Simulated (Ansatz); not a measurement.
Ansatz (a program for electronic structure) input:

Ansatz 0.2 input:
```yaml
crystal:
  lattice:
    - [0.0, 2.102136327, 2.102136327]
    - [2.102136327, 0.0, 2.102136327]
    - [2.102136327, 2.102136327, 0.0]
  atoms:
    - { symbol: Mg, position: [0.0, 0.0, 0.0] }
    - { symbol: O, position: [0.5, 0.5, 0.5] }
kpoints:
  mp_grid: { grid: [11, 11, 11] }
hamiltonian:
  xc: r2scan
  pseudopotentials: { kind: paw }
scf:
  occupations: { method: fixed }
elastic: { mode: relaxed_ion, stencil: two_point, amplitude: 0.005, f_tol: 0.0005 }
```

Output (shortened):

```
Pseudopotential: Mg, paw, valence charge 10
Pseudopotential: O, paw, valence charge 6
Functional definition: r2SCAN
Crystal: 2 atoms, lattice volume = 18.579 Å³
Basis set: ecut = 500 eV, 459 PW (Γ), exchange–correlation on 96×96×96 points (64 copies of the dense FFT grid, shifted against one another)
Bands: 12, of which v1, the nominal top of the filled ones, is band 8 counted from 1 (7 counted from 0)
Symmetry: 48 space group operations
Space group: Fm-3m (ITA 225), of the structure as read, at distance tolerance 2.6e-5 Å
k-points: 56 of 1331
SCF 1 converged in 10 iterations: F = -2498.334997 eV  dr2 = 2.80e-15
Crystal: 2 atoms, lattice volume = 18.579 Å³
SCF 2 converged in 2 iterations: F = -2498.334997 eV  dr2 = 2.87e-16
Crystal: 2 atoms, lattice volume = 18.486 Å³
Symmetry: 16 space group operations
k-points: 126 of 1331
SCF 3 converged in 8 iterations: F = -2498.334529 eV  dr2 = 1.60e-14
Crystal: 2 atoms, lattice volume = 18.671 Å³
Basis set: ecut = 500 eV, 491 PW (Γ), exchange–correlation on 96×96×96 points (64 copies of the dense FFT grid, shifted against one another)
SCF 4 converged in 8 iterations: F = -2498.334570 eV  dr2 = 3.71e-15
Crystal: 2 atoms, lattice volume = 18.578 Å³
Basis set: ecut = 500 eV, 463 PW (Γ), exchange–correlation on 96×96×96 points (64 copies of the dense FFT grid, shifted against one another)
Symmetry: 8 space group operations
k-points: 216 of 1331
SCF 5 converged in 8 iterations: F = -2498.334776 eV  dr2 = 3.31e-14
Crystal: 2 atoms, lattice volume = 18.578 Å³
SCF 6 converged in 7 iterations: F = -2498.334776 eV  dr2 = 4.13e-14
SCF converged after 2 iterations
Free energy (F): -2498.334997 eV
Harris-Foulkes:  -2498.334997 eV  (|F-HF|=0.00e0)
Internal energy: -2498.334997 eV  (E = F + TS)
E sigma→0 (E₀):  -2498.334997 eV
Fermi energy:    7.786573 eV
--- Per-component energies (eV) ---
  E_band       = -311.221071
  E_kinetic    = 256.749670
  E_local      = -1601.504046  (includes V_loc(G=0)·N_el)
  E_nonlocal   = 142.538379
  E_hartree    = 554.971889
  E_xc         = -103.294424
  E_vxc        = -149.071517  (∫ρ·V_xc dr)
  E_paw        = -455.983819  (= ΣΔE_a)
  E_vpaw       = -79.515343  (= ΣTr[D̂ρ^β])
  E_aug_tail   = 0.001031  (compensation charges beyond the density's cutoff)
  E_vtau       = 9.636975  (kinetic-family band-sum trace: ∫τ·v_τ [+ j·A + Jᵃ·Aᵃ] dr)
  E_ewald      = -1291.755529
  E_core_change = -0.058149  (= ΣΔE_core)
  E_smearing   =  0.000000  (= −TS)
  E_closure    =  0.000000  (closes the sum)
  Σ components = -2498.334997   (vs F -2498.334997, Δ=0.00e0)
--- Forces (eV/Å), atoms counted from 1 ---
  atom   1  Mg     0.00000000     0.00000000     0.00000000
  atom   2  O      0.00000000     0.00000000     0.00000000
  max |Σ_I F_I| component: 0.0 eV/Å
--- Stress (GPa, compression-positive) ---
        0.021733       0.000000       0.000000
        0.000000       0.021733       0.000000
        0.000000       0.000000       0.021733
  P = ⅓ Tr σ = 0.0217 GPa (0.217 kbar)
--- Band table (eV; the first three rows and the last of 56) ---
  k-point 0: bands = ["-67.1163", "-32.1950", "-32.1950", "-32.1950", "-10.4448", "7.7866", "7.7866", "7.7866", "13.4719", "24.6436", "24.6436", "24.6436"]
  k-point 1: bands = ["-67.1157", "-32.2021", "-32.1957", "-32.1957", "-10.3546", "7.2577", "7.7282", "7.7282", "13.9891", "23.5653", "24.8569", "24.8569"]
  k-point 2: bands = ["-67.1139", "-32.2209", "-32.1974", "-32.1974", "-10.1033", "6.0966", "7.5759", "7.5759", "15.0742", "22.1269", "25.3424", "25.3424"]
  k-point 55: bands = ["-67.1054", "-32.2479", "-32.2449", "-32.2233", "-8.8787", "4.6791", "4.8919", "6.1438", "20.0873", "20.8205", "21.2631", "24.8623"]
--- Elastic constants: 2 strain directions × 2 members + reference (group order 48) ---
  dense FFT box of the reference and of every strained cell: 24×24×24
  strains applied: 11, 23; error gains: componentwise 1.00 (the most a stress slope's error grows in a printed constant), spectral 1.73 (1 for all six strains …
  C = ∂σ_k/∂η_j (tension-positive GPa; Voigt order 11 22 33 23 13 12):
       311.200     94.687     94.687      0.000      0.000      0.000
        94.687    311.200     94.687      0.000      0.000      0.000
        94.687     94.687    311.200      0.000      0.000      0.000
         0.000      0.000      0.000    156.707      0.000      0.000
         0.000      0.000      0.000      0.000    156.707      0.000
         0.000      0.000      0.000      0.000      0.000    156.707
  reference stress σ⁰ (GPa):     -0.022     -0.022     -0.022      0.000      0.000      0.000
  moduli (Voigt/Reuss/Hill, GPa): K = 166.86/166.86/166.86   G = 137.33/132.91/135.12   E = 319.20   ν = 0.181
  mechanically stable: yes (min eigenvalue of sym C = 156.71 GPa)
  strain η (Voigt 11):  stress-route row diagonal C_11 = 311.20 GPa, energy-path curvature d²(F+E_count+ΔE)/dδ²/Ω₀ = 311.12 GPa
         δ    σ_11 (GPa)             F (eV)   n_scf  n_hpsi   n_pw
    -5.000e-3      -1.6254       -2498.3345292       8   28344    495   relax 0 steps, max|allowed force component| 0.0 eV/Å
     5.000e-3       1.4866       -2498.3345695       8   27614    495   relax 0 steps, max|allowed force component| 0.0 eV/Å
  strain η (Voigt 23):  stress-route row diagonal C_44 = 156.71 GPa, energy-path curvature d²(F+E_count+ΔE)/dδ²/Ω₀ = 156.73 GPa
         δ    σ_23 (GPa)             F (eV)   n_scf  n_hpsi   n_pw
    -5.000e-3      -0.7835       -2498.3347757       8   51737    495   relax 0 steps, max|allowed force component| 0.0 eV/Å
     5.000e-3       0.7835       -2498.3347757       7   43828    495   relax 0 steps, max|allowed force component| 0.0 eV/Å
```

Cost: very roughly 25 core-seconds on shared cores.

The r²SCAN relaxation kept the symmetry of its start.

Potentials: the later of the program's two PAW sets.

Ansatz is a plane-wave DFT program.
